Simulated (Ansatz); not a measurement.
Input file for Ansatz (a program for electronic structure):

Ansatz 0.2 input:
```yaml
crystal:
  lattice:
    - [4.0542374347, 0.0, 0.0]
    - [0.0, 4.0542374347, 0.0]
    - [0.0, 0.0, 4.0542374347]
  atoms:
    - { symbol: K, position: [0.5, 0.5, 0.5] }
    - { symbol: Mg, position: [0.0, 0.0, 0.0] }
    - { symbol: F, position: [0.5, 0.0, 0.0] }
    - { symbol: F, position: [0.0, 0.5, 0.0] }
    - { symbol: F, position: [0.0, 0.0, 0.5] }
kpoints:
  mp_grid: { grid: [7, 7, 7] }
hamiltonian:
  xc: pbe
  pseudopotentials: { kind: paw }
scf:
  occupations: { method: fixed }
phonons:
  method: dfpt
  response_accuracy: low
  eigenvectors: true
  rigid_motions: translations
  dielectric: true
  raman: true
```

Output (shortened):

```
Pseudopotential: K, paw, valence charge 9
Pseudopotential: Mg, paw, valence charge 10
Pseudopotential: F, paw, valence charge 7
Functional definition: PBE
Crystal: 5 atoms, lattice volume = 66.639 Å³
Basis set: ecut = 420 eV, 1309 PW (Γ), exchange–correlation on 60×60×60 points (8 copies of the dense FFT grid, shifted against one another)
Bands: 25, of which v1, the nominal top of the filled ones, is band 20 counted from 1 (19 counted from 0)
Symmetry: 48 space group operations
k-points: 100 of 343 (irreducible under 2 space group operations, time reversal used)
SCF iter   1: F=—  HF=-5894.737054 eV  |F-HF|=—  |Δ(HF+E_count)|=         —  Δρ=5.29e-4  dr2=6.33e-5  ethr=1.77e-3  ⟨swp⟩=4.5  Hψ=10532  notcnv=0  defer=157
preconditioner: auto → Resta (q_TF=auto, 2.506 Å⁻¹)
SCF iter   2: F=—  HF=-5894.736720 eV  |F-HF|=—  |Δ(HF+E_count)|=   3.34e-4  Δρ=2.43e-4  dr2=1.85e-5  ethr=1.58e-7  ⟨swp⟩=3.0  Hψ=5973  notcnv=0  defer=293
SCF iter   3: F=—  HF=-5894.736835 eV  |F-HF|=—  |Δ(HF+E_count)|=   1.15e-4  Δρ=9.91e-5  dr2=4.72e-6  ethr=4.62e-8  ⟨swp⟩=2.0  Hψ=4376  notcnv=0  defer=186
SCF iter   4: F=—  HF=-5894.736856 eV  |F-HF|=—  |Δ(HF+E_count)|=   2.14e-5  Δρ=4.16e-5  dr2=8.85e-7  ethr=1.18e-8  ⟨swp⟩=2.0  Hψ=3900  notcnv=0  defer=116
SCF iter   5: F=—  HF=-5894.736856 eV  |F-HF|=—  |Δ(HF+E_count)|=   2.68e-7  Δρ=2.03e-5  dr2=1.09e-7  ethr=2.21e-9  ⟨swp⟩=2.0  Hψ=3900  notcnv=0  defer=100
SCF iter   6: F=—  HF=-5894.736856 eV  |F-HF|=—  |Δ(HF+E_count)|=   3.33e-7  Δρ=2.37e-6  dr2=2.04e-9  ethr=2.71e-10  ⟨swp⟩=2.0  Hψ=4400  notcnv=0  defer=100
SCF iter   7: F=-5894.736856 eV  HF=-5894.736856 eV  |F-HF|=9.09e-12  |Δ(HF+E_count)|=   3.23e-9  Δρ=4.23e-7  dr2=8.25e-11  ethr=1.00e-12  ⟨swp⟩=10.0  Hψ=17170  notcnv=0
SCF 1 converged in 7 iterations: F = -5894.736856 eV  dr2 = 8.25e-11
NSCF: frozen V_eff on 7 k-points
DFPT response loops at Γ: preconditioner auto → none (the input reference at scf.mixing.eps_inf says where Resta's filter doesn't serve); β = 0.50 …
── the response to a field inside a basis, on 8×8×8 k-points: an SCF that follows is theirs, and a resumed run solves both again ──
Crystal: 5 atoms, lattice volume = 66.639 Å³
Bands: 21, of which v1, the nominal top of the filled ones, is band 20 counted from 1 (19 counted from 0)
k-points: 20 of 512
SCF iter   1: F=—  HF=-5894.724530 eV  |F-HF|=—  |Δ(HF+E_count)|=         —  Δρ=4.42e-4  dr2=3.10e-5  ethr=1.00e-1
preconditioner: auto → Resta (q_TF=auto, 2.506 Å⁻¹)
SCF iter   2: F=—  HF=-5894.724526 eV  |F-HF|=—  |Δ(HF+E_count)|=   4.02e-6  Δρ=1.40e-4  dr2=6.67e-6  ethr=7.76e-8
SCF iter   3: F=—  HF=-5894.724527 eV  |F-HF|=—  |Δ(HF+E_count)|=   1.05e-6  Δρ=7.57e-5  dr2=1.34e-6  ethr=1.67e-8
SCF iter   4: F=—  HF=-5894.724527 eV  |F-HF|=—  |Δ(HF+E_count)|=   4.97e-7  Δρ=3.66e-6  dr2=4.56e-9  ethr=3.34e-9
SCF iter   5: F=—  HF=-5894.724527 eV  |F-HF|=—  |Δ(HF+E_count)|=   6.24e-9  Δρ=3.91e-7  dr2=1.16e-10  ethr=1.14e-11
SCF iter   6: F=-5894.724527 eV  HF=-5894.724527 eV  |F-HF|=9.09e-13  |Δ(HF+E_count)|=  5.09e-11  Δρ=9.37e-8  dr2=8.68e-12  ethr=1.00e-12
SCF 1 converged in 6 iterations: F = -5894.724527 eV  dr2 = 8.68e-12
DFPT response loops at Γ: mixed as the last ones told, above
DFPT response loops at Γ: mixed as the last ones told, above
DFPT response loops at Γ: mixed as the last ones told, above
SCF converged after 7 iterations
Free energy (F): -5894.736856 eV
Harris-Foulkes:  -5894.736856 eV  (|F-HF|=9.09e-12)
Internal energy: -5894.736856 eV  (E = F + TS)
E sigma→0 (E₀):  -5894.736856 eV
Fermi energy:    2.349986 eV
--- Per-component energies (eV) ---
  E_band       = -519.878336
  E_kinetic    = 954.710112
  E_local      = -3803.308140  (includes V_loc(G=0)·N_el)
  E_nonlocal   = 327.663379
  E_hartree    = 1384.719517
  E_xc         = -406.640324
  E_vxc        = -513.097427  (∫ρ·V_xc dr)
  E_paw        = -1676.125561  (= ΣΔE_a)
  E_vpaw       = -255.292159  (= ΣTr[D̂ρ^β])
  E_aug_tail   = 0.006324  (compensation charges beyond the density's cutoff)
  E_ewald      = -2675.762163
  E_smearing   =  0.000000  (= −TS)
  E_closure    = 0.000000  (closes the sum)
  Σ components = -5894.736856   (vs F -5894.736856, Δ=0.00e0)
  [band-id]    e_kinetic+e_local+e_nonlocal+2·e_hartree+e_vxc+e_vpaw+e_augmentation_tail = -519.878877   (vs E_band -519.878336, Δ=-5.41e-4)
--- Band table (eV; the first three rows and the last of 100) ---
  k-point 0: bands = ["-68.6405", "-35.4008", "-35.4008", "-35.4008", "-23.3674", "-17.6003", "-17.0142", "-17.0142", "-6.8526", "-6.8526", "-6.8526", "0.0865", "0.0865", "0.0865", "1.8040", "1.8040", "1.8040", "2.0613", "2.0613", "2.0613", "9.3400", …
  k-point 1: bands = ["-68.6405", "-35.4019", "-35.4008", "-35.4008", "-23.3635", "-17.5781", "-17.0363", "-17.0129", "-6.8523", "-6.8444", "-6.8444", "0.1005", "0.1106", "0.1106", "1.7617", "1.7656", "1.7656", "1.8806", "2.0253", "2.0253", "9.6863", …
  k-point 2: bands = ["-68.6405", "-35.4041", "-35.4008", "-35.4008", "-23.3546", "-17.5213", "-17.0928", "-17.0099", "-6.8518", "-6.8259", "-6.8259", "0.1623", "0.1693", "0.1693", "1.4696", "1.6684", "1.6723", "1.6723", "1.9488", "1.9488", "10.5825", …
  k-point 99: bands = ["-68.6404", "-35.4057", "-35.4057", "-35.4016", "-23.3306", "-17.2625", "-17.1652", "-17.1334", "-6.9325", "-6.9244", "-6.8167", "-0.7300", "0.5136", "0.7345", "1.1221", "1.1838", "1.3006", "1.8537", "1.8631", "2.3271", "12.8493", …
--- Phonons (Γ-DFPT): 4 representative perturbations + reference, on 100 of 343 k-points (Σ response iterations 12) ---
  ASR residual: 3.035e-3 → 0.000e0 eV/Å²; symmetrization residual: 5.295e-5 eV/Å²
  ASR residual per site (eV/Å²): 1.26e-5 3.04e-3 8.21e-4 8.21e-4 8.21e-4
  Γ frequencies (cm⁻¹): 0.00 0.00 0.00 138.77 138.77 138.77 180.65 180.65 180.65 280.31 280.31 280.31 420.64 420.64 420.64
  ε∞ (high-frequency dielectric tensor):
        2.070540     0.000000     0.000000
        0.000000     2.070540     0.000000
        0.000000     0.000000     2.070540
  ε⁰ (static dielectric tensor: ions relaxed, cell fixed):
        7.243402     0.000000     0.000000
        0.000000     7.243402     0.000000
        0.000000     0.000000     7.243402
  ε⁰ − ε∞ (ionic part):
        5.172862     0.000000     0.000000
        0.000000     5.172862     0.000000
        0.000000     0.000000     5.172862
  softest optical mode at Γ: 138.77 cm⁻¹; the repairs (sum rule, projections) moved no ω² at Γ by more than (6.73 cm⁻¹)²
  Born effective charges Z* (e; rows j = field, columns β = displacement):
    site 0:
         1.18250    0.00000    0.00000
         0.00000    1.18250    0.00000
         0.00000    0.00000    1.18250
    site 1:
         2.02416    0.00000    0.00000
         0.00000    2.02416    0.00000
         0.00000    0.00000    2.02416
    site 2:
        -1.29741    0.00000    0.00000
         0.00000   -0.95462    0.00000
         0.00000    0.00000   -0.95462
    site 3:
        -0.95462    0.00000    0.00000
         0.00000   -1.29741    0.00000
         0.00000    0.00000   -0.95462
    site 4:
        -0.95462    0.00000    0.00000
         0.00000   -0.95462    0.00000
         0.00000    0.00000   -1.29741
  Z* charge neutrality: 2.451e-5 e pre-enforcement
  k-mesh period / interband length: 28.4 Å / 0.86 Å = 33.03 at k = (0.0000, 0.0000, 0.0000), direct gap 7.279 eV — 14 or more, which is no proof of convergence
  Raman tensors (in the event stream and the table raman_tensors.tsv) …
  optical modes at Γ without the LO–TO term, one row a degenerate level:
      ω (cm⁻¹)  modes    IR ((D/Å)²/amu)  static Raman (Å⁴/amu)  depolarisation
        138.77      3             5.5871                 0.0000               —
        180.65      3             0.0000                 0.0000               —
        280.31      3            10.4859                 0.0000               —
        420.64      3            10.8419                 0.0000               —
  optical modes at Γ + LO–TO along q̂ = [1.0000, 0.0000, 0.0000]:
      ω (cm⁻¹)  modes    IR ((D/Å)²/amu)  static Raman (Å⁴/amu)  depolarisation
        138.77      2             3.7247                 0.0000               —
        175.27      1             0.2638                 0.0000               —
        180.65      3             0.0000                 0.0000               —
        280.31      2             6.9906                 0.0000               —
        336.22      1             1.0363                 0.0000               —
        420.64      2             7.2279                 0.0000               —
        519.31      1             7.6716                 0.0000               —
  optical modes at Γ + LO–TO along q̂ = [0.0000, 1.0000, 0.0000]:
      ω (cm⁻¹)  modes    IR ((D/Å)²/amu)  static Raman (Å⁴/amu)  depolarisation
        138.77      2             3.7247                 0.0000               —
        175.27      1             0.2638                 0.0000               —
        180.65      3             0.0000                 0.0000               —
        280.31      2             6.9906                 0.0000               —
        336.22      1             1.0363                 0.0000               —
        420.64      2             7.2279                 0.0000               —
        519.31      1             7.6716                 0.0000               —
  optical modes at Γ + LO–TO along q̂ = [0.0000, 0.0000, 1.0000]:
      ω (cm⁻¹)  modes    IR ((D/Å)²/amu)  static Raman (Å⁴/amu)  depolarisation
        138.77      2             3.7247                 0.0000               —
        175.27      1             0.2638                 0.0000               —
        180.65      3             0.0000                 0.0000               —
        280.31      2             6.9906                 0.0000               —
        336.22      1             1.0363                 0.0000               —
        420.64      2             7.2279                 0.0000               —
        519.31      1             7.6716                 0.0000               —
```

Cost: roughly 5 core-minutes on shared cores.

Space group Pm-3m (cubic perovskite). The PBE relaxation kept the symmetry of its start; phonons on a q-mesh show no instability.

Potentials: the later of the program's two PAW sets.

Ansatz is a plane-wave DFT program.
